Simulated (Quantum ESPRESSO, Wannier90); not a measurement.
## Wannier functions of CdSe (wurtzite)

```xyz
4
Lattice="4.3461 0.0000 0.0000 -2.1730 3.7638 0.0000 0.0000 0.0000 7.0898" Properties=species:S:1:pos:R:3 pbc="T T T"
Cd    -2.1730     1.2546     3.5446
Cd     2.1730    -1.2546    -0.0004
Se    -2.1730     1.2546    -0.8798
Se     2.1730    -1.2546     2.6651
```

Cell from Materials Project (mp-1070), symmetrised, no further relaxation. COD (Crystallography Open Database) has an entry of this formula and space group (matched by these alone). Computed values, not measurements, from LDA: Quantum ESPRESSO (norm-conserving PseudoDojo potentials, cutoff 82 Ry, no spin polarisation, no spin-orbit coupling) on a Γ-centred 6×6×4 mesh, then Wannier90. Density: 12×12×6 mesh, Gaussian smearing 0.01 Ry. Spin-orbit coupling, left out, would split the p-like bands by a few tenths of an eV.

Bands 19-20,31-36 form an isolated set from -12.52 to 0.00 eV relative to the valence-band maximum (on the path) and are turned into 8 Wannier functions by minimising the spread from the start: SCDM (isolated). Bands 21–30 (Cd 4d 96 %) lie between the kept ones and are excluded.

Task: Where do the functions sit, how wide are they and what are they made of?

Result: 
```
functions  spread (Å²)  nearest atom, distance (Å)  second atom, distance (Å)              weight on atomic waves
---------  -----------  --------------------------  -------------------------  ----------------------------------
6                 2.31                     Se 0.69                    Cd 1.97  Se 4p 60 %, Se 4s 22 %, Cd 5s 10 %
2                 2.38                     Se 0.68                    Cd 1.99  Se 4p 60 %, Se 4s 22 %, Cd 5s 10 %
```

Ω_I = 17.78 Å², Ω_total = 18.65 Å²; the interpolated bands follow pw.x to 18 meV rms on the path. It is the lowest total spread that any start reached here.
